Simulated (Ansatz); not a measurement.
BaC$_{2}$:
```
BaC2
1.0
    2.60052     1.50141     2.47287
   -2.60052     1.50141     2.47287
    0.00000    -3.00282     2.47287
Ba C
1 2
Cartesian
  0.00000   0.00000   0.00000
  0.00000   0.00000   4.33787
  0.00000   0.00000   3.08072
```

Relaxed with r²SCAN. Independent-particle spectrum: no excitons, no local fields, no scissors shift; 0.1 eV broadening; ε₁ of the summed bands alone.

Problem. Tabulate the dielectric function from DFT-r²SCAN in the program Ansatz with PAW potentials.

Solution. 

| E (eV) | ε₁ xx | ε₂ xx | ε₁ zz | ε₂ zz |
|---|---|---|---|---|
| 0.0 | 4.12 | 0.00 | 5.35 | 0.00 |
| 0.3 | 4.12 | 0.00 | 5.37 | 0.00 |
| 0.6 | 4.14 | 0.00 | 5.41 | 0.00 |
| 0.9 | 4.17 | 0.00 | 5.47 | 0.00 |
| 1.2 | 4.21 | 0.00 | 5.57 | 0.00 |
| 1.5 | 4.28 | 0.00 | 5.72 | 0.00 |
| 1.8 | 4.36 | 0.00 | 5.93 | 0.00 |
| 2.1 | 4.47 | 0.00 | 6.24 | 0.00 |
| 2.4 | 4.63 | 0.00 | 6.84 | 0.00 |
| 2.7 | 4.84 | 0.17 | 7.71 | 1.26 |
| 3.0 | 4.90 | 0.22 | 7.06 | 1.99 |
| 3.3 | 5.13 | 0.22 | 6.74 | 2.14 |
| 3.6 | 5.59 | 0.40 | 6.76 | 2.16 |
| 3.9 | 5.81 | 0.77 | 7.31 | 2.30 |
| 4.2 | 5.95 | 1.36 | 7.53 | 3.62 |
| 4.5 | 5.80 | 1.64 | 6.63 | 5.15 |
| 4.8 | 6.32 | 1.66 | 5.84 | 4.29 |
| 5.1 | 6.29 | 2.66 | 5.32 | 4.23 |
| 5.4 | 6.37 | 3.05 | 6.89 | 3.75 |
| 5.7 | 6.25 | 4.24 | 5.83 | 7.25 |
| 6.0 | 5.48 | 4.94 | 4.39 | 6.52 |
| 6.3 | 4.72 | 5.07 | 4.28 | 6.38 |
| 6.6 | 4.80 | 5.44 | 4.51 | 7.28 |
| 6.9 | 3.68 | 6.24 | 1.95 | 8.57 |
| 7.2 | 1.55 | 7.15 | 0.10 | 7.10 |
| 7.5 | 0.93 | 5.21 | 0.44 | 5.36 |
| 7.8 | 0.85 | 4.28 | 2.55 | 6.92 |
| 8.1 | 1.49 | 4.05 | -2.95 | 6.64 |
| 8.4 | 1.61 | 4.90 | -1.67 | 4.15 |
| 8.7 | 0.55 | 4.98 | -1.10 | 3.65 |
| 9.0 | -0.33 | 4.93 | -1.09 | 3.65 |
| 9.3 | -1.24 | 3.65 | -1.23 | 3.14 |
| 9.6 | -0.71 | 2.82 | -1.31 | 2.72 |
| 9.9 | -0.64 | 2.38 | -1.14 | 1.91 |
| 10.2 | -0.45 | 2.37 | -0.56 | 1.71 |
| 10.5 | -0.68 | 1.88 | -0.30 | 1.63 |
| 10.8 | -0.34 | 1.62 | -0.12 | 1.78 |
| 11.1 | -0.17 | 1.37 | -0.24 | 1.60 |
| 11.4 | -0.10 | 1.34 | -0.02 | 1.59 |
| 11.7 | -0.07 | 1.10 | 0.02 | 1.54 |
| 12.0 | 0.12 | 0.83 | -0.13 | 1.42 |

Problem. From ε at 4.5 eV (xx: 5.80 + 1.64i), find n, k, the normal reflectivity and the absorption coefficient.

Solution. n = 2.43, k = 0.337, R = 18 %, α = 2kE/ħc = 150000 cm⁻¹.

With all bands, ε∞ without local fields is 4.26 (xx = yy), 5.48 (zz). DFPT, with local fields, gives 4.06 (xx = yy), 4.82 (zz).

Space group R-3m. The workflow started from a Materials Project entry (that database holds measured and hypothetical structures alike); the Crystallography Open Database copy checked does not list it. Whether it is the stable phase at ambient conditions was not checked. The cell was relaxed with r²SCAN under the symmetry of its start; phonons on a q-mesh show no instability. Scalar-relativistic: spin–orbit coupling is off unless named, which matters more the heavier the elements.

Potentials: the later of the program's two PAW sets.
